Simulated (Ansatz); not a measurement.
SnPt (NiAs type, P6_3/mmc) at seven volumes, DFT-r²SCAN in the program Ansatz with PAW potentials, shape and atoms relaxed at each. One row is withheld.

| V (Å³/atom) | P (GPa) |
|---|---|
| 18.469 | 17.33 |
| 19.078 | 10.45 |
| 19.686 | 4.73 |
| 20.295 | 0.00 |
| 20.904 | -3.91 |
| 21.513 | -7.13 |
| 22.122 | ? |

Q: Fit the shown pressures and predict the withheld one.

A: Third-order Birch–Murnaghan: P = (3/2)B₀(x^(7/2) − x^(5/2))[1 + (3/4)(B′ − 4)(x − 1)] with x = (V₀/V)^(2/3). Least squares on the six rows gives V₀ = 20.296 Å³/atom, B₀ = 143.0 GPa, B′ = 5.31. At V = 22.122, x = 0.9442 and P = -9.80 GPa. The run itself gave -9.78 GPa.

The workflow started from an entry of the Crystallography Open Database (COD). Its standing as an ambient phase is unchecked. The r²SCAN relaxation kept the symmetry of its start; whether a distortion lowers the energy is not shown. No spin polarisation was allowed. Scalar-relativistic: spin–orbit coupling is off unless named, which matters more the heavier the elements.

Potentials: the later of the program's two PAW sets.
